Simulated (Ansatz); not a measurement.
Stationary points along a deformation path in Ge

These are results of DFT PBEsol, scalar-relativistic, plane waves, PAW (Ansatz), not measurements. Settings: plane waves to 420 eV, k-mesh 14×14×14 (Γ-centred), Gaussian smearing 0.15 eV. No spin polarisation. Energies are free energies at this smearing, counted from the undisturbed cell; pressure is positive in compression.

The starting cell (relaxed at this level; this form isn't the usual structure):

```
Ge
1.0
     0.00000    2.85111    4.93669
     2.61207    0.00000    4.93669
     2.61207    2.85111    0.00000
Ge
4
Direct
  0.77632 0.77632 0.22368
  0.22368 0.22368 0.77632
  0.27274 0.72726 0.27274
  0.72726 0.27274 0.72726
```

At fixed volume and fractional coordinates, lengths along (0.000, 0.000, 1.000) are scaled against those across it; ρ is that ratio over its starting value. V = 18.382 Å³/atom. Δσ is the stress along the axis less the mean stress across it (compression positive).

| ρ | ΔE (meV/atom) | Δσ (GPa) | space group |
| --- | --- | --- | --- |
| 0.850 | 74.6 | 9.03 | Fmmm |
| 0.920 | 25.0 | 7.04 | Fmmm |
| 0.960 | 6.9 | 3.82 | Fmmm |
| 1.000 | 0.0 | 0.36 | Fmmm |
| 1.100 | 27.4 | -8.23 | Fmmm |
| 1.200 | 106.6 | -15.36 | Fmmm |

How does the stress give the slope of the energy, and where is the energy stationary?

Along the path d ln(length) is 2/3 d ln ρ on the axis and −1/3 d ln ρ across it, so dE/d ln ρ = −(2/3) V Δσ: the energy falls with ρ where Δσ is positive. Δσ vanishes or changes sign between ρ = 1.000 and 1.100, a minimum (near 1.00 by linear interpolation). Pairs of stationary points between two samples would go unseen, and could change a minimum read from distant neighbours into a maximum.

Integrate that slope from ρ = 1 to 0.850 by the trapezoid rule.

With V/N in Å³ and 1 eV/Å³ = 160.2 GPa the slopes at ρ = 1.000, 0.960, 0.920, 0.850 are -28, -292, -538, -690 meV/atom per unit of ln ρ. The steps add 6.5 + 17.7 + 48.6 = 72.8 meV/atom, against 74.6 from the energies; the trapezoid rule misses the curvature of the slope within each step.

Forces appear on the atoms along this scan, and letting them relax would lower the energy and soften the response. In a metal these slopes depend on the k mesh and the smearing.

Cost: 6 runs of about 7 core-minutes in all, on Intel Xeon Platinum 8259CL (Skylake/Cascade Lake) (shared hosts).